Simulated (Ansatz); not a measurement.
Phonon spectrum of Cd3HgO4

All numbers below come from Ansatz 0.2.0, DFT PBE, scalar-relativistic, plane waves, PAW. Plane waves to 420 eV; Γ-centred k mesh 8×8×12; Fermi-Dirac smearing of 0.15 eV. No spin polarisation. Phonons by linear response, acoustic sum rule imposed.

The cell, relaxed at this level:
```yaml
crystal:
  lattice:
    - [3.55703, -4.59315, 0.00000]
    - [3.55703, 4.59315, 0.00000]
    - [0.00000, 0.00000, 3.46482]
  atoms:
    - { symbol: Cd, position: [0.00000, 0.50000, 0.00000] }
    - { symbol: Cd, position: [0.00000, 0.00000, 0.50000] }
    - { symbol: Cd, position: [0.50000, 0.00000, 0.00000] }
    - { symbol: Hg, position: [0.50000, 0.50000, 0.50000] }
    - { symbol: O, position: [0.78447, 0.78447, 0.00000] }
    - { symbol: O, position: [0.73526, 0.26474, 0.50000] }
    - { symbol: O, position: [0.26474, 0.73526, 0.50000] }
    - { symbol: O, position: [0.21553, 0.21553, 0.00000] }
```

The cell was found from a structure generator's guess, not taken from experiment. In a metal, frequencies and elastic constants depend on the k mesh and the smearing, soft modes and shear constants most. Some empty bands missed the eigensolver's threshold. Spin–orbit coupling is left out, which matters for heavy elements. The q mesh is coarse, so values between its points are rough. A semilocal functional can close a gap that the real compound has.

Force constants from linear response on a 1×1×2 q mesh.

Task: Is the structure dynamically stable on this mesh?

Result: Yes, on this mesh: no mode is imaginary. Between the mesh points the interpolation dips to 140i cm⁻¹.

Task: Give the frequencies (cm⁻¹; i marks imaginary ones) at the irreducible q points, in fractions of the reciprocal vectors.

Result:
```
                 q  star                                                                                 frequencies
 0.000 0.000 0.000     1          0 0 0 63 75 76 81 83 87 87 104 131 166 168 170 176 184 251 266 283 326 384 425 450
0.000 0.000 -0.500     1  63 75 77 85 96 102 104 107 122 136 139 141 157 204 229 243 314 314 324 333 342 366 372 435
```
